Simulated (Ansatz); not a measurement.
This guess for AlIn2N3 is about to be relaxed.

```
Al In N
1.0
     3.49116   -3.51489    0.00000
     3.49116    3.51489    0.00000
     0.00000    0.00000    4.61959
Al In N
1 2 3
Direct
  0.50000 0.50000 0.50000
  0.24078 0.75922 0.00000
  0.75922 0.24078 0.00000
  0.00000 0.50000 0.00000
  0.50000 0.00000 0.00000
  0.00000 0.00000 0.00000
```

The calculation used Ansatz, DFT PBE, scalar-relativistic, plane waves, PAW. Cutoff 420 eV, Gaussian smearing, Γ-centred meshes. Cell and atoms relax first on a coarse mesh and then on a finer one. In between, the cell is made exact in the group found at 0.06 Å. In metals the finer mesh still leaves noise of several meV/atom or more. The steps can't lower the symmetry of their start. Collinear spin is switched on along the way, since trial moments persisted in a coarse test.

A guess keeps its type if space group and coordination stay and the shape of the cell changes little (axis ratios within about 15 %, angles within 6°); the volume may change.

Task: Will the relaxed cell still be of the starting type?

Result: It doesn't keep its type. The symmetry stays Cmmm (No. 65). The volume per atom grows by 22.4 %, from 18.9 to 23.1 Å³. The shortest distance goes from 1.69 Å (In–N) to 2.02 Å (In–N). Counting neighbours within 15 % of an atom's shortest distance, the start has Al 4, In 3, N 2 and the end Al 2, In 3, N 2. In detail, at the end Al is surrounded by 2 Al at 3.26 Å; In is surrounded by 3 N at 2.02–2.03 Å; N on a site of symmetry 2/m has 2 In at 2.02 Å; 1 more site not described.

```xyz
6
Lattice="3.5726 -5.9636 0.0000 3.5726 5.9636 0.0000 0.0000 0.0000 3.2555" Properties=species:S:1:pos:R:3 pbc="T T T"
Al    3.5726    0.0000    1.6277
In    3.5726    3.9298    0.0000
In    3.5726   -3.9298    0.0000
N     1.7863    2.9818    0.0000
N     1.7863   -2.9818    0.0000
N     0.0000    0.0000    0.0000
```

The zero of energy is the elements' standard structures at the same level (N₂ as a molecule); no fitted shifts are applied.

Task: At what energy does it end?

Result: +1.69 eV/atom. It can't be a ground state, since the elements alone are lower.

The last run used collinear spin, a 6×6×12 mesh (in the run's order of axes) for its 6-atom cell and Gaussian smearing of 0.10 eV. The magnetic state reached may not be the lowest. A structure relaxed within its symmetry needn't be a true minimum. Another cell of AlIn2N3 relaxed alike but without spin, in Cmc2_1 (a Materials Project cell), lies 2.05 eV/atom lower, so this cell isn't the stable form at this level.
